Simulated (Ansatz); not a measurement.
Rh:
```cif
data_Rh4
_chemical_formula_sum 'Rh4'
_space_group_name_H-M_alt 'P 1'
_space_group_IT_number 1
_cell_length_a 2.68929
_cell_length_b 2.68929
_cell_length_c 8.77444
_cell_angle_alpha 90.000
_cell_angle_beta 90.000
_cell_angle_gamma 120.000
loop_
_space_group_symop_operation_xyz
  'x, y, z'
loop_
_atom_site_label
_atom_site_type_symbol
_atom_site_fract_x
_atom_site_fract_y
_atom_site_fract_z
_atom_site_occupancy
Rh1 Rh 0.00000 0.00000 0.00000 1
Rh2 Rh 0.00000 0.00000 0.50000 1
Rh3 Rh 0.33333 0.66667 0.25000 1
Rh4 Rh 0.66667 0.33333 0.75000 1
```

Relaxed with r²SCAN.

Tabulate the valence density and the electron localisation function along the shortest Rh–Rh contact (2.69 Å), DFT-r²SCAN in the program Ansatz with PAW potentials.



```
distance from Rh (Å)  density (e/Å³)   ELF
--------------------  --------------  ----
0.27                           12.06  0.77
0.40                            9.15  0.75
0.54                            6.17  0.70
0.67                            3.65  0.60
0.81                            1.84  0.45
0.94                            0.89  0.30
1.07                            0.54  0.23
1.21                            0.40  0.24
1.34                            0.37  0.27
1.48                            0.41  0.26
1.61                            0.56  0.25
1.75                            0.92  0.33
1.88                            1.89  0.47
2.02                            3.73  0.61
2.15                            6.29  0.71
2.28                            9.28  0.75
2.42                           12.13  0.77
```

The density is the valence pseudo-density with augmentation charge, so density and ELF within about 1 Å of a nucleus are not all-electron values.

Space group P6_3/mmc (dhcp (α-La type)). The workflow started from a Materials Project entry (that database holds measured and hypothetical structures alike); the Crystallography Open Database copy checked does not list it. It is not the phase usual at ambient conditions (space group No. 225). The r²SCAN relaxation kept the symmetry of its start; of distortions, only those at the zone centre were tested. The run is not spin-polarised.

Potentials: the later of the program's two PAW sets.
